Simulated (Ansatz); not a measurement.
CdF2: modes and screening against the lattice constant

Theory: DFT LDA, scalar-relativistic, plane waves, PAW (Ansatz). Settings: 420 eV plane-wave cutoff, Γ-centred 8×8×8 mesh, fixed occupations. No spin polarisation. Phonons by linear response, acoustic sum rule imposed.

The cell is fixed (symmetry leaves no force on the atoms) and stands under 5.4 GPa:
```
CELL_PARAMETERS angstrom
0.00000 2.61460 2.61460
2.61460 0.00000 2.61460
2.61460 2.61460 0.00000
ATOMIC_POSITIONS crystal
Cd 0.00000 0.00000 0.00000
F 0.25000 0.25000 0.25000
F 0.75000 0.75000 0.75000
```

The cell is the ideal cubic fluorite prototype.

How do the optical zone-centre modes (counted from the lowest optical one, degenerate ones once; i marks imaginary ones; without the LO field) and the screening change over a = 5.229 and 5.346 Å?

## Answers

```csv
a (Å),5.229,5.346
pressure (GPa),5.4,-3.3
gap on the mesh (eV),3.13,2.89
ε∞,2.93,2.94
ε0,7.1,8.7
mode 1 (cm⁻¹),264,218
mode 4 (cm⁻¹),342,303
```

Cost: 2 runs of about 19 core-minutes in all, on Intel Xeon Processor @ 2.50GHz (Skylake/Cascade Lake) (shared hosts).